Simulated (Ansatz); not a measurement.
ZnPbO3:
```
CELL_PARAMETERS angstrom
      2.71460     1.56727     4.78518
     -2.71460     1.56727     4.78518
      0.00000    -3.13455     4.78518
ATOMIC_POSITIONS crystal
  Zn 0.50069 0.50069 0.50069
  Zn 0.00069 0.00069 0.00069
  Pb 0.21868 0.21868 0.21868
  Pb 0.71868 0.71868 0.71868
  O  0.80332 0.12630 0.40172
  O  0.40172 0.80332 0.12630
  O  0.12630 0.40172 0.80332
  O  0.90172 0.62630 0.30332
  O  0.62630 0.30332 0.90172
  O  0.30332 0.90172 0.62630
```

Relaxed with r²SCAN. Independent-particle spectrum: no excitons, no local fields, no scissors shift; 0.1 eV broadening; ε₁ of the summed bands alone.

Question: Tabulate the dielectric function from r²SCAN in the plane-wave PAW code Ansatz.

Answer: 

| E (eV) | ε₁ xx | ε₂ xx | ε₁ zz | ε₂ zz |
|---|---|---|---|---|
| 0.0 | 6.70 | 0.00 | 6.03 | 0.00 |
| 0.3 | 6.81 | 0.07 | 6.11 | 0.02 |
| 0.6 | 6.89 | 0.18 | 6.29 | 0.07 |
| 0.9 | 7.27 | 0.23 | 6.79 | 0.14 |
| 1.2 | 7.88 | 1.01 | 7.44 | 1.48 |
| 1.5 | 7.69 | 2.12 | 6.51 | 2.26 |
| 1.8 | 7.06 | 2.61 | 5.96 | 2.45 |
| 2.1 | 6.63 | 2.84 | 5.58 | 2.54 |
| 2.4 | 6.34 | 3.00 | 5.27 | 2.60 |
| 2.7 | 6.20 | 3.16 | 5.06 | 2.57 |
| 3.0 | 6.23 | 3.58 | 5.08 | 2.53 |
| 3.3 | 5.38 | 4.08 | 5.10 | 3.08 |
| 3.6 | 5.54 | 4.51 | 4.62 | 3.69 |
| 3.9 | 3.78 | 4.54 | 4.17 | 3.62 |
| 4.2 | 3.98 | 4.04 | 3.32 | 3.89 |
| 4.5 | 3.58 | 4.00 | 2.45 | 3.42 |
| 4.8 | 3.52 | 4.01 | 2.61 | 2.73 |
| 5.1 | 3.32 | 4.97 | 2.27 | 2.31 |
| 5.4 | 1.46 | 3.30 | 2.87 | 1.35 |
| 5.7 | 2.31 | 2.59 | 3.75 | 1.79 |
| 6.0 | 2.80 | 2.48 | 3.52 | 2.36 |
| 6.3 | 2.94 | 2.74 | 3.91 | 1.91 |
| 6.6 | 3.04 | 2.60 | 4.48 | 3.23 |
| 6.9 | 4.04 | 2.60 | 2.67 | 4.27 |
| 7.2 | 4.87 | 4.61 | 2.63 | 3.77 |
| 7.5 | 2.56 | 4.77 | 1.85 | 2.64 |
| 7.8 | 1.32 | 4.77 | 2.61 | 2.86 |
| 8.1 | 1.37 | 3.73 | 2.10 | 3.00 |
| 8.4 | 1.26 | 3.71 | 2.13 | 2.62 |
| 8.7 | 1.09 | 3.21 | 1.99 | 2.47 |
| 9.0 | 1.14 | 3.02 | 2.35 | 2.00 |
| 9.3 | 1.12 | 2.43 | 2.85 | 2.23 |
| 9.6 | 1.69 | 2.57 | 3.21 | 3.37 |
| 9.9 | 1.65 | 2.77 | 2.27 | 3.55 |
| 10.2 | 1.66 | 2.90 | 1.59 | 3.29 |
| 10.5 | 1.29 | 2.99 | 1.93 | 3.00 |
| 10.8 | 1.20 | 2.71 | 1.96 | 3.11 |
| 11.1 | 1.59 | 2.77 | 1.84 | 3.22 |
| 11.4 | 1.22 | 2.98 | 1.55 | 3.19 |
| 11.7 | 1.20 | 3.00 | 1.73 | 3.68 |
| 12.0 | 0.65 | 3.16 | 0.61 | 3.64 |

Question: From ε at 2.2 eV (xx: 6.52 + 2.90i), find n, k, the normal reflectivity and the absorption coefficient.

Answer: n = 2.61, k = 0.555, R = 22 %, α = 2kE/ħc = 120000 cm⁻¹.

With all bands, ε∞ without local fields is 6.95 (xx = yy), 6.29 (zz). DFPT, with local fields, gives 6.71 (xx = yy), 6.33 (zz).

Space group R3c. The workflow started from a Materials Project entry (that database holds measured and hypothetical structures alike); the Crystallography Open Database copy checked does not list it. With Zn and Pb taken as one species the cell has the higher symmetry R-3c, so it may be an ordered model of a mixed-site phase. Its standing as an ambient phase is unchecked. The r²SCAN relaxation kept the symmetry of its start; of distortions, only those at the zone centre were tested. Scalar-relativistic: spin–orbit coupling is off unless named, which matters more the heavier the elements.

Potentials: the later of the program's two PAW sets.
